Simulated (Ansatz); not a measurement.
All numbers below come from DFT PBE, scalar-relativistic, plane waves, PAW (Ansatz 0.2.0). Settings: cutoff 420 eV, Γ-centred meshes spaced at most about 0.3 Å⁻¹, and about 0.25 Å⁻¹ or finer for metals (2π included), Gaussian smearing. No spin polarisation in the final relaxations.

These are static total energies at zero pressure.

Two forms of TiW4 were relaxed alike.

A. Space group P6_3/mmc (No. 194), hexagonal, a = 2.783 Å, c = 24.689 Å. Around Ti lie 6 Ti at 2.78 Å and 6 W at 2.95 Å; W on its first site has 12 W at 2.78–2.95 Å; around W on its second site lie 9 W at 2.78–2.95 Å and 3 Ti at 2.95 Å.

B. Space group P-6m2 (No. 187), hexagonal, a = 2.783 Å, c = 24.682 Å. Ti has 6 Ti at 2.78 Å and 6 W at 2.95 Å; W on a site of symmetry 3m has 9 W at 2.78–2.94 Å and 3 Ti at 2.95 Å; W on a second site of symmetry 3m has 9 W at 2.78–2.95 Å and 3 Ti at 2.95 Å; W on a site of symmetry -6m2 has 12 W at 2.78–2.94 Å; W on a third site of symmetry 3m has 12 W at 2.78–2.95 Å; 1 more site not described.

Problem. Which arrangement of the elements on these sites is preferred, and by what margin?

Solution. They are level within the accuracy (2 meV/atom apart, with A the lower in these runs). The two share one framework of sites and differ in which element sits where. A has Ti and W ordered on hcp sites, space group P6_3/mmc (No. 194), 16.6 Å³/atom and no gap on its mesh; B has Ti and W ordered on hcp sites, space group P-6m2 (No. 187), 16.6 Å³/atom and no gap. Counting all near atoms (those within 1.25 times the shortest distance at each site), A and B both have Ti 12, W 12. Even the lower one lies +0.43 eV/atom against the reference forms of the elements (uncorrected), so neither is stable at this level. Both come from invented guesses.

For metals, differences of a few meV/atom aren't resolved. These runs have no spin–orbit coupling, which can matter for W. Cells relaxed within their symmetry can be saddle points.
